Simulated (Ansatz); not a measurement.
AgI:
Space group P6₃mc (No. 186); a = b = 4.486 Å, c = 7.339 Å, α = β = 90.00°, γ = 120.00°

```csv
atom,site,symmetry,x,y,z
Ag,2b,3m.,0.3333,0.6667,0.0026
I,2b,3m.,0.3333,0.6667,0.3773
```

Relaxed with DFT-LDA in the program Ansatz with PAW potentials. Indices refer to the conventional cell of P6_3mc, a = 4.4857 Å, b = 4.4857 Å, c = 7.3391 Å, α = 90.00°, β = 90.00°, γ = 120.00°.

Problem. Simulate the powder diffraction pattern (Cu Kα, λ = 1.54184 Å; lines above 1 %) up to 2θ = 90°.

Solution. Simulated powder pattern, Cu Kα, λ = 1.54184 Å (kinematic, ideal powder, no thermal factors, no anomalous dispersion; the 30 strongest lines at most, above 1 %, up to 2θ = 90°):

| 2θ (°) | d (Å) | I/Imax (%) | hkl |
|---|---|---|---|
| 22.89 | 3.885 | 100 | (1 0 -1 0) |
| 24.25 | 3.670 | 58 | (0002) |
| 25.95 | 3.433 | 66 | (1 0 -1 1) |
| 33.60 | 2.668 | 37 | (1 0 -1 2) |
| 40.21 | 2.243 | 90 | (1 1 -2 0) |
| 43.73 | 2.070 | 90 | (1 0 -1 3) |
| 46.77 | 1.942 | 14 | (2 0 -2 0) |
| 47.51 | 1.914 | 55 | (1 1 -2 2) |
| 48.48 | 1.878 | 12 | (2 0 -2 1) |
| 53.37 | 1.717 | 9.6 | (2 0 -2 2) |
| 60.90 | 1.521 | 33 | (2 0 -2 3) |
| 63.34 | 1.468 | 11 | (2 1 -3 0) |
| 64.75 | 1.440 | 9.6 | (2 1 -3 1) |
| 68.31 | 1.373 | 23 | (1 0 -1 5) |
| 68.88 | 1.363 | 8.8 | (2 1 -3 2) |
| 73.08 | 1.295 | 15 | (3 0 -3 0) |
| 75.52 | 1.259 | 35 | (2 1 -3 3) |
| 78.14 | 1.223 | 2.1 | (0006) |
| 78.30 | 1.221 | 12 | (3 0 -3 2) |
| 82.34 | 1.171 | 14 | (2 0 -2 5) |
| 82.72 | 1.167 | 2.7 | (1 0 -1 6) |
| 86.86 | 1.121 | 9.6 | (2 2 -4 0) |

The LDA relaxation kept the symmetry of its start; phonons on a q-mesh show no instability. The run is not spin-polarised. Scalar-relativistic: spin–orbit coupling is off unless named, which matters more the heavier the elements.

Potentials: the earlier of the program's two PAW sets.
